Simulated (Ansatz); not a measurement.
**Band table of Cu (sc type)**

```yaml
crystal:
  lattice:
    - [1.78100, 0.00000, 0.00000]
    - [0.00000, 1.78100, 0.00000]
    - [0.00000, 0.00000, 1.78100]
  atoms:
    - { symbol: Cu, position: [0.00000, 0.00000, 0.00000] }
```

The cell comes from a relaxation on PAW files under the same functional, begun from a prototype that needn't be the stable phase.

Computed with Ansatz 0.2.0; functional PBEsol, scalar-relativistic. Settings: a Γ-centred 18×18×18 k mesh, Fermi–Dirac smearing of 0.08 eV, no spin polarisation. Methods: LAPW: all electrons, basis error target 1 meV/atom.

This run: volume at 0.43 of the series' base cell.

The structure type is held throughout; the real material can change phase at far lower pressure.

Path points, in fractions of the reciprocal vectors: Γ (0.000, 0.000, 0.000), X (0.000, 0.500, 0.000), M (0.500, 0.500, 0.000), R (0.500, 0.500, 0.500). The distance column jumps between branches of the path. Levels in eV from the Fermi level; bands 8 to 14, counted from the lowest band of the run. The gap is zero, the pressure 793.1 GPa.

```
# k(1/Å) point b8 b9 b10 b11 b12 b13 b14
0.000 Γ -16.43 -11.42 -11.42 -2.24 -2.24 -2.24 29.09
0.220 - -16.22 -11.37 -11.25 -2.38 -2.38 -2.23 26.88
0.441 - -15.62 -11.25 -10.77 -2.76 -2.76 -2.20 23.06
0.661 - -14.69 -11.05 -10.00 -3.31 -3.31 -2.16 19.16
0.882 - -13.55 -10.82 -9.00 -3.93 -3.93 -2.10 15.52
1.102 - -12.34 -10.58 -7.89 -4.51 -4.51 -2.05 12.31
1.323 - -11.22 -10.37 -6.84 -4.99 -4.99 -2.00 9.69
1.543 - -10.40 -10.22 -6.05 -5.30 -5.30 -1.97 7.91
1.764 X -10.17 -10.09 -5.76 -5.41 -5.41 -1.96 7.27
1.984 - -10.09 -9.82 -7.16 -5.38 -3.96 -2.07 7.27
2.205 - -9.93 -8.98 -8.66 -5.31 -2.40 -2.32 7.26
2.425 - -10.05 -9.70 -7.64 -5.20 -2.87 -0.64 7.24
2.646 - -11.28 -9.41 -5.95 -5.07 -3.41 1.07 7.19
2.866 - -12.31 -9.11 -4.94 -4.06 -3.93 2.80 7.06
3.087 - -13.08 -8.85 -4.83 -4.35 -2.22 4.47 6.85
3.307 - -13.55 -8.67 -4.75 -4.63 -0.78 5.86 6.59
3.528 M -13.71 -8.61 -4.72 -4.72 -0.21 6.45 6.45
3.840 - -13.40 -8.74 -4.67 -4.63 -1.23 4.56 7.60
4.152 - -12.55 -9.10 -4.51 -4.38 -3.26 1.03 10.05
4.463 - -11.63 -9.57 -5.43 -4.23 -3.99 -2.27 12.98
4.775 - -11.81 -9.76 -7.42 -4.24 -3.82 -3.52 16.18
5.087 - -13.21 -10.22 -9.09 -4.20 -3.31 -3.04 19.61
5.399 - -14.84 -10.84 -10.36 -3.28 -2.79 -2.63 23.23
5.711 - -16.01 -11.27 -11.15 -2.52 -2.40 -2.34 26.85
6.022 Γ -16.43 -11.42 -11.42 -2.24 -2.24 -2.24 29.09
6.404 - -15.81 -11.11 -11.11 -2.55 -2.49 -2.49 27.08
6.786 - -14.10 -10.20 -10.20 -3.22 -3.22 -3.20 24.07
7.168 - -12.03 -8.80 -8.80 -4.41 -4.41 -3.26 21.65
7.550 - -10.97 -7.45 -7.45 -5.49 -5.49 -1.14 20.12
7.932 - -10.97 -8.27 -8.27 -4.25 -4.25 3.31 19.46
8.314 - -11.10 -9.67 -9.67 -2.25 -2.25 8.88 17.72
8.696 - -11.06 -10.66 -10.66 -0.66 -0.66 13.29 17.19
9.078 R -11.01 -11.01 -11.01 -0.04 -0.04 13.38 20.65
9.390 - -11.10 -10.83 -10.67 -0.65 -0.26 13.52 18.17
9.701 - -11.27 -10.29 -9.72 -2.18 -0.96 12.30 14.51
10.013 - -11.33 -9.46 -8.35 -4.12 -2.16 9.26 11.38
10.325 - -11.09 -8.43 -7.03 -6.06 -3.58 5.93 9.20
10.637 - -10.42 -7.76 -7.33 -7.16 -3.80 2.69 7.96
10.949 - -9.27 -9.07 -8.56 -6.35 -2.89 -0.35 7.42
11.260 - -9.89 -9.68 -7.65 -5.66 -3.12 -2.20 7.28
11.572 X -10.17 -10.09 -5.76 -5.41 -5.41 -1.96 7.27
14.067 R -11.01 -11.01 -11.01 -0.04 -0.04 13.38 20.65
14.287 - -11.13 -10.84 -10.84 -0.45 -0.05 13.51 19.37
14.508 - -11.47 -10.34 -10.34 -1.57 -0.06 13.86 17.08
14.728 - -11.95 -9.54 -9.54 -3.10 -0.09 14.30 14.69
14.949 - -12.48 -8.50 -8.50 -4.77 -0.13 12.37 12.37
15.169 - -12.98 -7.29 -7.29 -6.31 -0.16 10.20 10.20
15.390 - -13.37 -7.54 -6.08 -6.08 -0.19 8.33 8.33
15.610 - -13.63 -8.34 -5.11 -5.11 -0.20 6.97 6.97
15.831 M -13.71 -8.61 -4.72 -4.72 -0.21 6.45 6.45
```
